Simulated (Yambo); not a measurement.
A G0W0@LDA run in Yambo for SrMgH₄ (space group Cmc2_1, No. 36) (4×4×2 Γ-centred k mesh, bands 9 to 158 and a 6 Ry block in the screening, 158 bands in G with the Bruneval-Gonze terminator, plasmon pole fitted at 27.2 eV) gives these matrix elements, in eV, at the band edges ((-0.5, -0.5, 0) → (0, 0.25, 0)):

| state | E0 | <Vxc> | <Σx> | <Σc(E0)> | Z |
|---|---|---|---|---|---|
| valence edge | 0.000 | -11.307 | -14.251 | 1.620 | 0.794 |
| conduction edge | 2.491 | -8.672 | -4.193 | -3.494 | 0.824 |

Solve the linearised quasiparticle equation for both states, give the gap, and say how exchange and correlation each act on it.

E = E0 + Z(Σx + Σc − Vxc). Valence: 0.000 + 0.794 × (-14.251 + (1.620) − (-11.307)) = -1.05 eV. Conduction: 2.491 + 0.824 × (-4.193 + (-3.494) − (-8.672)) = 3.30 eV. The gap is 4.35 eV, against 2.49 eV in LDA. Replacing Vxc by bare exchange alone would open it by 7.42 eV; correlation takes back 5.11 eV of that, and Z scales what is left. Nearest settings tried, and what they do to the gap: 64 bands in W, 64 bands in G: +2 meV; 2 Ry block (53 vectors against 247): -309 meV. Not varied: mesh. So the settings aren't converged at that level. The mesh misses a band edge: along a dense path the LDA gap is 2.39 eV against 2.49 eV on the mesh. 

Geometry of the Materials Project entry, not relaxed at this level; primitive cell a = 7.0224 Å, b = 7.0224 Å, c = 5.5762 Å, α = 90.00°, β = 90.00°, γ = 147.26°.

The structure is a Materials Project entry; no match was found in the copy of COD used, and its stability was not checked.
